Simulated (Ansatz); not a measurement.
One input, then a changed one: TiB2

First run: DFT, r2SCAN, PAW with Ansatz's default frozen-core files, scalar-relativistic (Ansatz 0.2.0).

Command: `ansatz run input.yaml --threads 1 --pin off --max-ram 3072MiB --backend cpu --events-out ev --progress --plain --runs-dir out` It took 13 s on 1 thread of Intel(R) Xeon(R) 6975P-C (Granite Rapids), on a shared host, peak memory 0.48 GiB.

```yaml
crystal:
  lattice:
    - [3.0292, 0.0, 0.0]
    - [-1.5146, 2.6233641531, 0.0]
    - [0.0, 0.0, 3.2284]
  atoms:
    - { symbol: Ti, position: [0.0, 0.0, 0.0] }
    - { symbol: B, position: [0.3333333333, 0.6666666667, 0.5] }
    - { symbol: B, position: [0.6666666667, 0.3333333333, 0.5] }
kpoints:
  mp_grid: { grid: [14, 14, 11] }
scf:
  occupations: { method: fermi_dirac, width: 0.05 }
hamiltonian:
  xc: r2scan
  pseudopotentials: { kind: paw }
output:
  forces: true
  stress: true
relax:
  f_tol: 0.005
  max_steps: 50
  cell: {}
```

The cell is entry 2002799 of the Crystallography Open Database, unrelaxed.

This run: cell and atoms relaxed.

It converges in 23 SCF iterations over all geometries at a pressure of 0.00 GPa, ending at 8.51 Å³/atom, cutoff 500 eV.

The input is then changed:

```diff
   occupations: { method: fermi_dirac, width: 0.05 }
+  mixing: { preconditioner: ldos, algorithm: anderson, beta: 0.3, ndim: 4 }
 hamiltonian:
   stress: true
+  write_density: true
+  write_potential: true
+  elf: true
+  volumetric_format: npy
 relax:
```

Task: What does the second run give?

Result: It converges in 25 SCF iterations over all geometries at a pressure of 0.00 GPa, ending at 8.51 Å³/atom, cutoff 500 eV, free energy 0.0 meV/atom against the first run's.
